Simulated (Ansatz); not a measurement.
CoGe (rock salt, Fm-3m) under volume change, PBEsol in the plane-wave PAW code Ansatz, scaled uniformly.

```
V (Å³/atom)  E − E(relaxed) (meV/atom)  P (GPa)
-----------  -------------------------  -------
12.143                            64.0    18.64
12.544                            26.8    11.35
12.944                             6.3     5.20
13.344                             0.0     0.00
13.745                             5.6    -4.40
14.145                            21.4    -8.11
14.545                            45.7   -11.25
```

### Question
What does a third-order Birch–Murnaghan fit give for V₀, B₀ and B′?

### Answer
V₀ = 13.34 Å³/atom, B₀ = 159 GPa, B′ = 4.6.

A made-up cell: these elements were put on the sites of a structure type; neither database checked (COD, Materials Project) lists it. Whether it is the stable phase at ambient conditions was not checked. The cell was relaxed with PBEsol under the symmetry of its start. At this level the phase is mechanically unstable. The workflow began spin-polarised and lost its moments.

Potentials: the later of the program's two PAW sets.
